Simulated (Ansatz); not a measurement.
Relaxed-ion elastic tensor of Ni$_{3}$Sn in space group P6_3/mmc (No. 194; Sn on 2c, Ni on 6h) in GPa (Voigt order), PBEsol in the plane-wave PAW code Ansatz; density 9.85 g/cm³, 12.42 Å³ per atom.

|  | 1 | 2 | 3 | 4 | 5 | 6 |
|---|---|---|---|---|---|---|
| 1 | 298 | 135 | 128 | 0.0 | 0.0 | 0.0 |
| 2 | 135 | 298 | 128 | 0.0 | 0.0 | 0.0 |
| 3 | 128 | 128 | 330 | 0.0 | 0.0 | 0.0 |
| 4 | 0.0 | 0.0 | 0.0 | 61.2 | 0.0 | 0.0 |
| 5 | 0.0 | 0.0 | 0.0 | 0.0 | 61.2 | 0.0 |
| 6 | 0.0 | 0.0 | 0.0 | 0.0 | 0.0 | 81.2 |

Q: Is the crystal mechanically stable?

A: Yes: the smallest eigenvalue of C is 61.2 GPa.

Q: Work out the Voigt, Reuss and Hill averages.

A: K_V = 190, K_R = 190, K_H = 190; G_V = 76.4, G_R = 74.0, G_H = 75.2 GPa.

Q: Give Young's modulus, Poisson's ratio, Pugh's ratio and the universal anisotropy index.

A: E = 9KG/(3K + G) = 199 GPa; ν = 0.32; K/G = 2.52 (ductile by the Pugh limit of 1.75); A_U = 5G_V/G_R + K_V/K_R − 6 = 0.17.

Q: Estimate the sound speeds and the Debye temperature.

A: v_l = √((K + 4G/3)/ρ) = 5420 m/s, v_t = √(G/ρ) = 2760 m/s, mean 3100 m/s; Θ = (h/k)(3n/4πV)^(1/3) v_m = 398 K.

Q: How much does each axis shrink under pressure?

A: Linear compressibilities β_i = Σ_j S_ij (j = 1 to 3): x 1.8, y 1.8, z 1.6 per TPa.

The workflow started from an entry of the Crystallography Open Database (COD), which files this formula under 3 space groups. Whether it is the stable phase at ambient conditions was not checked. Symmetry was held in the PBEsol relaxation; its stability against distortions is not shown here. The workflow began spin-polarised and lost its moments. As this level gives no gap, shear constants depend on the k-mesh and smearing (Fermi–Dirac, 0.1 eV here). Spin–orbit coupling is left out wherever it is not named.

Potentials: the later of the program's two PAW sets.
